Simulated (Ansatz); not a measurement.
Task: Each is relaxed and computed with r²SCAN in the plane-wave PAW code Ansatz. Which is the only metal?
A. CoO, NiAs type
B. Co2Si, Pnma (Si on 4c, Co on 4c, Co on 4c)
C. SiO2, rutile
D. Co2Li7Nb7O24, P1 (Pearson symbol aP40)

Result: B, Co2Si, Pnma (Si on 4c, Co on 4c, Co on 4c). Co2Si: metal; CoO: gap 0.31 eV (indirect); SiO2: gap 6.51 eV (direct); Co2Li7Nb7O24: gap 1.09 eV. Spin orders computed, not proven ground states: Co2Si, Pnma (Si on 4c, Co on 4c, Co on 4c) ferromagnetic; CoO, NiAs type antiferromagnetic; Co2Li7Nb7O24, P1 (Pearson symbol aP40) antiferromagnetic. Typed or built starts, not in the databases checked: CoO, NiAs type; Co2Li7Nb7O24, P1 (Pearson symbol aP40). Not the usual ambient phase: CoO, NiAs type; SiO2, rutile. All cells were relaxed under the symmetry of their starts (and spin orders); stability against distortions was not tested throughout. Cells of antiferromagnets are given as chemical subcells. No Hubbard U is applied. Scalar-relativistic: spin–orbit coupling is off unless named, which matters more the heavier the elements.

Potentials: the later of the program's two PAW sets.
